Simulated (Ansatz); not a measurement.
Ni (fcc, Cu type)

```xyz
1
Lattice="0.0000 1.7314 1.7314 1.7314 0.0000 1.7314 1.7314 1.7314 0.0000" Properties=species:S:1:pos:R:3 pbc="T T T"
Ni     0.0000     0.0000     0.0000
```

This relaxed cell (volume V₀) is scaled evenly in all directions, its shape held. Symmetry pins the atoms to their sites.

Computed with PBEsol (plane waves to 420 eV, PAW, scalar-relativistic; Ansatz, a first-principles code). k mesh 24×24×24 (Γ-centred), Fermi-Dirac smearing 0.05 eV. Energies are smeared free energies. Compression counts positive. On this mesh the relaxed cell isn't quite at rest: it carries a pressure of 0.2 GPa (compression positive) at the zero of the scan. Ni was relaxed with its symmetry unable to fall. Relaxed Ni ends ferromagnetic. Other magnetic orders were not checked, so this need not be the ground state. The zero of ΔE is the relaxed starting cell. The last digit holds for this mesh only.

```json
[
 {"V (Å³/atom)": "8.719", "ΔE (meV/atom)": "withheld"},
 {"V (Å³/atom)": "9.052", "ΔE (meV/atom)": "159.9"},
 {"V (Å³/atom)": "9.384", "ΔE (meV/atom)": "84.2"},
 {"V (Å³/atom)": "9.716", "ΔE (meV/atom)": "35.2"},
 {"V (Å³/atom)": "10.048", "ΔE (meV/atom)": "8.4"},
 {"V (Å³/atom)": "10.380", "ΔE (meV/atom)": "0.0"},
 {"V (Å³/atom)": "10.712", "ΔE (meV/atom)": "6.8"},
 {"V (Å³/atom)": "11.045", "ΔE (meV/atom)": "26.4"},
 {"V (Å³/atom)": "11.377", "ΔE (meV/atom)": "56.5"},
 {"V (Å³/atom)": "11.709", "ΔE (meV/atom)": "95.3"},
 {"V (Å³/atom)": "12.041", "ΔE (meV/atom)": "141.4"}
]
```

Q: Fit a third-order Birch-Murnaghan form (E₀, V₀, B₀, B₀′ free) to the given rows and predict ΔE at V = 8.719.

A: Least squares on the 10 given rows: ΔE = E₀ + (9V₀B₀/16)·y²·[2 + (B₀′ − 4)y], y = (V₀/V)^(2/3) − 1, with V₀ = 10.387 Å³/atom, B₀ = 228.9 GPa (160.2 GPa = 1 eV/Å³; the term in eV is multiplied by 1000), B₀′ = 4.79, E₀ = -0.03 meV/atom; root-mean-square residual 0.04 meV/atom. At 8.719 the fit gives 268.3 meV/atom; the calculation gives 268.2 meV/atom, so the extrapolation is off by 0.1 (+0.0 %). For the pressure the fit gives 61.1 GPa against the computed 61.1 GPa.

(Under strain, the slope of the energy per volume gives the stress and its curvature an elastic modulus.)
